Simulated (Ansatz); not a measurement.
Values for one crystal, relaxed and computed with DFT-PBE in the program Ansatz with PAW potentials; other levels are named.

```yaml
volume_per_atom: 19.42 Å³
electronic_character: metallic (no gap)
Pressure derivative B′: 4.0
Density of states at the Fermi level: 0.42 states/eV per atom (mean over ±0.08 eV)
Formation energy from the elements (no fitted shifts): 1.18 eV/atom
Bulk modulus (Birch–Murnaghan fit): 179 GPa
Gap with spin–orbit coupling: none (metallic)
```

Q: Which of these materials gives this?
A) AgW, L1₀ or tetragonal B2
B) CoW, rock salt
C) TaW, rock salt
D) AgW, CsCl type

A: C, TaW, rock salt

Space group Fm-3m (rock salt). The start of the workflow was typed in or built on a structure type; neither database checked (COD, Materials Project) lists it. Whether it is the stable phase at ambient conditions was not checked. The cell was relaxed with PBE under the symmetry of its start; its stability against distortions is not shown here. The run is not spin-polarised. Its formation energy is positive at this level, so the cell may be metastable or incomplete. The references are the lowest solids computed at this level, not always the standard phases. Spin–orbit coupling is left out wherever it is not named.

Potentials: the earlier of the program's two PAW sets.
